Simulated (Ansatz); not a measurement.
A geometry of SnTe away from equilibrium: the start of the relaxation of a generated cell, SnTe built in the 4H structure type. Computed with r2SCAN (plane waves to 500 eV, PAW, scalar-relativistic; Ansatz, a first-principles code). Γ-centred k-mesh 6×6×2 on the run's cell (coarser than for final values), Fermi–Dirac smearing 0.05 eV.

```xyz
8
Lattice="4.8817 0.0000 0.0000 -2.4409 4.2277 0.0000 0.0000 0.0000 15.9815" Properties=species:S:1:pos:R:3 pbc="T T T"
Sn     0.0000     0.0000     0.0000
Sn     0.0000     0.0000     7.9908
Sn     2.4409     1.4092    11.9890
Sn     0.0000     2.8185     3.9983
Te     0.0000     0.0000    12.9796
Te     0.0000     0.0000     4.9888
Te     2.4409     1.4092     9.0022
Te     0.0000     2.8185     1.0115
```

### Question
Give the Cartesian forces on all atoms (eV/Å).

### Answer
```tsv
atom	Fx	Fy	Fz
Sn1	0.00	0.00	-0.03
Sn2	0.00	0.00	-0.03
Sn3	0.00	0.00	-0.02
Sn4	0.00	0.00	-0.02
Te5	0.00	0.00	-0.06
Te6	0.00	0.00	-0.06
Te7	0.00	0.00	0.11
Te8	0.00	0.00	0.11
```

### Question
What is the pressure?

### Answer
+3.4 GPa, compression positive.

### Question
How much energy per atom can still be gained by relaxing?

### Answer
0.17 eV/atom; the path ends in P6₃mc (No. 186).

No spin polarisation in the result.

The run could not lose the symmetry of its start, so the end can be a saddle point.

The end of the path is a generated cell of SnTe: the first start was made by placing the elements on the sites of a structure type, and the end was not matched to a known phase here, so it may be hypothetical. Known forms of SnTe include space group No. 225.
